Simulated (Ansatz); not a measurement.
InP:
```xyz
2
Lattice="0.0000 2.9393 2.9393 2.9393 0.0000 2.9393 2.9393 2.9393 0.0000" Properties=species:S:1:pos:R:3 pbc="T T T"
In     0.0000     0.0000     0.0000
P      4.4090     4.4090     4.4090
```

Relaxed with PBEsol.

### Question
Decompose the optical modes at the zone centre into irreducible representations, and say which are infrared and Raman allowed.

### Answer
Point group -43m: Γ_opt = T2. Infrared: T2. Raman: T2.

### Question
Assign frequencies (DFPT, PBEsol in the plane-wave PAW code Ansatz; without the LO–TO term).

### Answer
T2 296 cm⁻¹.

Space group F-43m (zinc blende). Symmetry was held in the PBEsol relaxation.

Potentials: the earlier of the program's two PAW sets. The files were generated under PBE; for other functionals the program regenerates the frozen cores, and for LDA and PBEsol the local potential too.
